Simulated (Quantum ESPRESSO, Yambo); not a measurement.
**G0W0 results for LiTaO3**

```cif
data_Li2O6Ta2
_chemical_formula_sum 'Li2 O6 Ta2'
_space_group_name_H-M_alt 'P 1'
_space_group_IT_number 1
_cell_length_a 5.47685
_cell_length_b 5.47685
_cell_length_c 5.47685
_cell_angle_alpha 55.899
_cell_angle_beta 55.899
_cell_angle_gamma 55.899
loop_
_space_group_symop_operation_xyz
  'x, y, z'
loop_
_atom_site_label
_atom_site_type_symbol
_atom_site_fract_x
_atom_site_fract_y
_atom_site_fract_z
_atom_site_occupancy
Li1 Li 0.28322 0.28322 0.28322 1
Li2 Li 0.78322 0.78322 0.78322 1
O1 O 0.61431 0.22447 0.86673 1
O2 O 0.22447 0.86673 0.61431 1
O3 O 0.86673 0.61431 0.22447 1
O4 O 0.11431 0.36673 0.72447 1
O5 O 0.72447 0.11431 0.36673 1
O6 O 0.36673 0.72447 0.11431 1
Ta1 Ta 0.99946 0.99946 0.99946 1
Ta2 Ta 0.49946 0.49946 0.49946 1
```

The geometry is that of Materials Project entry mp-3666, symmetrised and not relaxed again.

Starting point: PBEsol (Quantum ESPRESSO, PseudoDojo norm-conserving, 84 Ry, without SOC). G0W0 in Yambo: 4×4×4 Γ-centred k mesh, bands 5 to 166 and a 7 Ry block in the screening, 166 bands in G with the Bruneval-Gonze terminator, plasmon pole fitted at 27.2 eV.

```json
{
 "PBEsol gap along the band path": "3.85 eV",
 "PBEsol gap between the mesh's edge points (Γ → Γ)": "3.87 eV",
 "G0W0 gap between the same points": "5.71 eV"
}
```

```tsv
k point	band	E PBEsol (eV)	E QP (eV)	shift (eV)	Z
Γ	VB	0.00	-0.58	-0.58	0.78
Γ	CB	3.87	5.13	1.27	0.83
L	VB	-0.22	-0.84	-0.63	0.78
L	CB	4.62	5.92	1.31	0.82
F	VB	-0.25	-0.87	-0.62	0.78
F	CB	3.92	5.19	1.27	0.83
Z	VB	-0.27	-0.89	-0.62	0.78
Z	CB	5.23	6.55	1.31	0.81
```

Energies count from the PBEsol valence-band maximum.

Nearest settings tried, and what they do to the gap: 85 bands in W: +124 meV; 3 Ry block (65 vectors against 223): +154 meV. Not varied: bands in G, mesh. So the settings aren't converged at that level.

Without spin-orbit coupling, band edges of such heavy elements can be off by tenths of an eV.
